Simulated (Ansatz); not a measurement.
MgZn3S4:
```yaml
crystal:
  lattice:
    - [6.79356, 3.92030, 0.00000]
    - [-6.79356, 3.92030, 0.00000]
    - [-0.05032, 0.00000, 12.93930]
  atoms:
    - { symbol: Zn, position: [0.84569, 0.67164, 0.67380] }
    - { symbol: Zn, position: [0.16567, 0.82836, 0.91746] }
    - { symbol: S, position: [0.83946, 0.66754, 0.86100] }
    - { symbol: S, position: [0.15997, 0.82385, 0.09929] }
    - { symbol: Zn, position: [0.84553, 0.67450, 0.16612] }
    - { symbol: Mg, position: [0.16729, 0.83558, 0.42064] }
    - { symbol: S, position: [0.83417, 0.66910, 0.35410] }
    - { symbol: S, position: [0.16764, 0.83251, 0.61105] }
    - { symbol: Zn, position: [0.32954, 0.67223, 0.67419] }
    - { symbol: Zn, position: [0.67450, 0.84553, 0.83388] }
    - { symbol: S, position: [0.33562, 0.67613, 0.86113] }
    - { symbol: S, position: [0.66754, 0.83946, 0.13900] }
    - { symbol: Zn, position: [0.32474, 0.67367, 0.16630] }
    - { symbol: Zn, position: [0.67164, 0.84569, 0.32620] }
    - { symbol: S, position: [0.33249, 0.66851, 0.35387] }
    - { symbol: S, position: [0.66910, 0.83417, 0.64590] }
    - { symbol: Zn, position: [0.32903, 0.15413, 0.67405] }
    - { symbol: Zn, position: [0.67367, 0.32474, 0.83370] }
    - { symbol: S, position: [0.33461, 0.15345, 0.86206] }
    - { symbol: S, position: [0.67613, 0.33562, 0.13887] }
    - { symbol: Mg, position: [0.32558, 0.15588, 0.16503] }
    - { symbol: Zn, position: [0.67223, 0.32954, 0.32581] }
    - { symbol: S, position: [0.33440, 0.17149, 0.35856] }
    - { symbol: S, position: [0.66851, 0.33249, 0.64613] }
    - { symbol: Mg, position: [0.83558, 0.16729, 0.57936] }
    - { symbol: Mg, position: [0.15588, 0.32558, 0.83497] }
    - { symbol: S, position: [0.82385, 0.15997, 0.90071] }
    - { symbol: S, position: [0.15345, 0.33461, 0.13794] }
    - { symbol: Zn, position: [0.82836, 0.16567, 0.08254] }
    - { symbol: Zn, position: [0.15413, 0.32903, 0.32595] }
    - { symbol: S, position: [0.83251, 0.16764, 0.38895] }
    - { symbol: S, position: [0.17149, 0.33440, 0.64144] }
```

Relaxed with r²SCAN.

Question: Map the electron localisation function on the plane through (0.166, 0.828, 0.917) spanned by u = [0, 0, 1] and v = [1, -1, 0] in lattice vectors, from DFT-r²SCAN in the program Ansatz with PAW potentials.

Answer: x is the fraction of u, y of v (the angle between them is 90°; rows are the nearest grid lines); atoms in the plane: Zn at (0.00, 0.00), S at (0.18, 1.00), Mg at (0.50, 1.00), S at (0.69, 1.00), Zn at (0.76, 0.16), Zn at (0.25, 0.16), S at (0.44, 0.16), Zn at (0.92, 0.51), Zn at (0.41, 0.50), S at (0.73, 0.50).
```
|0002895006863000002433099800488510011100|
|1112688889862000000120189988887300001111|
|1111477888741000000000157788874100001111|
|0000011221100000000000000111100000000000|
|0000000000000000000000000000000000000000|
|4310000000000000123321000000000000012444|
|7642111111000001467765200000000000146777|
|6895110011100015887599602442000000478866|
|1895100001100026882099604334000001478501|
|9873111123542013689987400002776310247999|
|7641123688875211124764102699998731112367|
|1100279952698310000100027997359951000011|
|1000379963688210001100027897248841100011|
|0000157888763111111100004788887521111110|
|0000024666531000111000001356654200011000|
|0000000000000000000000000000000000000000|
|0000000000000000000000000000000000000000|
|7520000011110024678741000001111101357777|
|8740000111111147889973000011111113678998|
|9861001110001279600786100111000015981069|
|9840001110001179978985000111000115997799|
|2111368886321136899610147888742112567642|
|1112689999851002541010179999996300122111|
|0002895006863000002433099800488510011100|
```
Scale: ten equal steps from 0.000 (start of '0') to 0.927 (end of '9'), in the order '0123456789'; x runs from 0.000 to 1.00, y from 0.000 (bottom) to 1.00 (top).

The density is the valence pseudo-density with augmentation charge, so density and ELF within about 1 Å of a nucleus are not all-electron values.

Space group C2. The start of the workflow was typed in or built on a structure type; neither database checked (COD, Materials Project) lists it. Its standing as an ambient phase is unchecked. The cell was relaxed with r²SCAN under the symmetry of its start; its stability against distortions is not shown here.

Potentials: the later of the program's two PAW sets.
